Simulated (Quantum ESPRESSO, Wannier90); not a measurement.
**Wannierisation of PbI$_{2}$ (CdI2 type)**

Materials Project entry mp-22893; symmetrised, unrelaxed at this level. COD (Crystallography Open Database) has the formula in 4 space groups, this one among them (matched by group alone). Method: PBEsol plane waves in Quantum ESPRESSO 7.5 (PseudoDojo norm-conserving files, 56 Ry, no spin polarisation, no spin-orbit coupling), Bloch states on a 12×12×4 mesh through Γ, Wannier90 4.0.1. Density: 12×12×4 mesh, cold smearing 0.01 Ry. Spin-orbit coupling is left out although heavy elements are present.

Input w.win:

```
num_bands = 21
num_wann = 12
exclude_bands = 1-5
num_iter = 0
conv_tol = 1.0e-6
conv_window = 4
dis_num_iter = 1000
dis_conv_tol = 1.0e-6
dis_froz_max = 6.79
write_hr = true
write_u_matrices = true
begin projections
Pb: s;p
I: s;p
end projections
begin unit_cell_cart
ang
    4.6126901213    0.0000000000    0.0000000000
   -2.3063450607    3.9947068249    0.0000000000
    0.0000000000    0.0000000000    7.2570300000
end unit_cell_cart
begin atoms_frac
Pb   0.0000000000  0.0000000000  0.0000000000
I   -0.3333333333  0.3333333333 -0.2590500000
I    0.3333333333 -0.3333333333  0.2590500000
end atoms_frac
mp_grid = 12 12 4
begin kpoints
0.0000000000 0.0000000000 0.0000000000
0.0000000000 0.0000000000 0.2500000000
0.0000000000 0.0000000000 0.5000000000
... (573 more lines: the 12x12x4 mesh through Gamma)
end kpoints
```

On the energy scale of pw.x, whose zero is arbitrary, the valence-band maximum lies at 3.06 eV. Lines of w_hr.dat (R1 R2 R3 m n Re Im, eV) for R = 0 and one of the shortest lattice vectors, rounded to 0.01 eV, lines under 0.02 eV left out; orbitals in order: Pb1 s, Pb1 pz, Pb1 px, Pb1 py, I2 s, I2 pz, I2 px, I2 py, I3 s, I3 pz, I3 px, I3 py.

```
    0    0    0    1    1    -3.47     0.00
    0    0    0    5    1    -0.40     0.00
    0    0    0    6    1    -0.53     0.00
    0    0    0    7    1    -0.65     0.00
    0    0    0    8    1     0.37     0.00
    0    0    0    9    1    -0.40     0.00
    0    0    0   10    1     0.53     0.00
    0    0    0   11    1     0.65     0.00
    0    0    0   12    1    -0.37     0.00
    0    0    0    2    2     5.41     0.00
    0    0    0    5    2     0.51     0.00
    0    0    0    6    2     0.24     0.00
    0    0    0    7    2     0.83     0.00
    0    0    0    8    2    -0.48     0.00
    0    0    0    9    2    -0.51     0.00
    0    0    0   10    2     0.24     0.00
    0    0    0   11    2     0.83     0.00
    0    0    0   12    2    -0.48     0.00
    0    0    0    3    3     5.26     0.00
    0    0    0    5    3     0.62     0.00
    0    0    0    6    3     0.78     0.00
    0    0    0    7    3     0.63     0.00
    0    0    0    8    3    -0.59     0.00
    0    0    0    9    3    -0.62     0.00
    0    0    0   10    3     0.78     0.00
    0    0    0   11    3     0.63     0.00
    0    0    0   12    3    -0.59     0.00
    0    0    0    4    4     5.26     0.00
    0    0    0    5    4    -0.36     0.00
    0    0    0    6    4    -0.45     0.00
    0    0    0    7    4    -0.59     0.00
    0    0    0    8    4    -0.05     0.00
    0    0    0    9    4     0.36     0.00
    0    0    0   10    4    -0.45     0.00
    0    0    0   11    4    -0.59     0.00
    0    0    0   12    4    -0.05     0.00
    0    0    0    1    5    -0.40     0.00
    0    0    0    2    5     0.51     0.00
    0    0    0    3    5     0.62     0.00
    0    0    0    4    5    -0.36     0.00
    0    0    0    5    5    -7.99     0.00
    0    0    0    6    5    -0.13     0.00
    0    0    0    9    5    -0.03     0.00
    0    0    0   10    5     0.03     0.00
    0    0    0   11    5     0.05     0.00
    0    0    0   12    5    -0.03     0.00
    0    0    0    1    6    -0.53     0.00
    0    0    0    2    6     0.24     0.00
    0    0    0    3    6     0.78     0.00
    0    0    0    4    6    -0.45     0.00
    0    0    0    5    6    -0.13     0.00
    0    0    0    6    6     2.21     0.00
    0    0    0    9    6    -0.03     0.00
    0    0    0   10    6     0.06     0.00
    0    0    0   11    6     0.05     0.00
    0    0    0   12    6    -0.03     0.00
    0    0    0    1    7    -0.65     0.00
    0    0    0    2    7     0.83     0.00
    0    0    0    3    7     0.63     0.00
    0    0    0    4    7    -0.59     0.00
    0    0    0    7    7     2.25     0.00
    0    0    0    9    7    -0.05     0.00
    0    0    0   10    7     0.05     0.00
    0    0    0   11    7     0.10     0.00
    0    0    0   12    7    -0.04     0.00
    0    0    0    1    8     0.37     0.00
    0    0    0    2    8    -0.48     0.00
    0    0    0    3    8    -0.59     0.00
    0    0    0    4    8    -0.05     0.00
    0    0    0    8    8     2.25     0.00
    0    0    0    9    8     0.03     0.00
    0    0    0   10    8    -0.03     0.00
    0    0    0   11    8    -0.04     0.00
    0    0    0   12    8     0.05     0.00
    0    0    0    1    9    -0.40     0.00
    0    0    0    2    9    -0.51     0.00
    0    0    0    3    9    -0.62     0.00
    0    0    0    4    9     0.36     0.00
    0    0    0    5    9    -0.03     0.00
    0    0    0    6    9    -0.03     0.00
    0    0    0    7    9    -0.05     0.00
    0    0    0    8    9     0.03     0.00
    0    0    0    9    9    -7.99     0.00
    0    0    0   10    9     0.13     0.00
    0    0    0    1   10     0.53     0.00
    0    0    0    2   10     0.24     0.00
    0    0    0    3   10     0.78     0.00
    0    0    0    4   10    -0.45     0.00
    0    0    0    5   10     0.03     0.00
    0    0    0    6   10     0.06     0.00
    0    0    0    7   10     0.05     0.00
    0    0    0    8   10    -0.03     0.00
    0    0    0    9   10     0.13     0.00
    0    0    0   10   10     2.21     0.00
    0    0    0    1   11     0.65     0.00
    0    0    0    2   11     0.83     0.00
    0    0    0    3   11     0.63     0.00
    0    0    0    4   11    -0.59     0.00
    0    0    0    5   11     0.05     0.00
    0    0    0    6   11     0.05     0.00
    0    0    0    7   11     0.10     0.00
    0    0    0    8   11    -0.04     0.00
    0    0    0   11   11     2.25     0.00
    0    0    0    1   12    -0.37     0.00
    0    0    0    2   12    -0.48     0.00
    0    0    0    3   12    -0.59     0.00
    0    0    0    4   12    -0.05     0.00
    0    0    0    5   12    -0.03     0.00
    0    0    0    6   12    -0.03     0.00
    0    0    0    7   12    -0.04     0.00
    0    0    0    8   12     0.05     0.00
    0    0    0   12   12     2.25     0.00
   -1   -1    0    4    1     0.03     0.00
   -1   -1    0    2    2    -0.09     0.00
   -1   -1    0    3    2     0.04     0.00
   -1   -1    0    4    2    -0.02     0.00
   -1   -1    0    2    3     0.04     0.00
   -1   -1    0    4    3     0.13     0.00
   -1   -1    0    1    4    -0.03     0.00
   -1   -1    0    2    4    -0.02     0.00
   -1   -1    0    3    4     0.13     0.00
   -1   -1    0    4    4     0.17     0.00
   -1   -1    0    6    6    -0.04     0.00
   -1   -1    0    8    6    -0.05     0.00
   -1   -1    0    6    7     0.04     0.00
   -1   -1    0    8    7     0.10     0.00
   -1   -1    0    6    8     0.03     0.00
   -1   -1    0    7    8     0.04     0.00
   -1   -1    0    8    8     0.09     0.00
   -1   -1    0   10   10    -0.04     0.00
   -1   -1    0   11   10     0.04     0.00
   -1   -1    0   12   10     0.03     0.00
   -1   -1    0   12   11     0.04     0.00
   -1   -1    0   10   12    -0.05     0.00
   -1   -1    0   11   12     0.10     0.00
   -1   -1    0   12   12     0.09     0.00
```
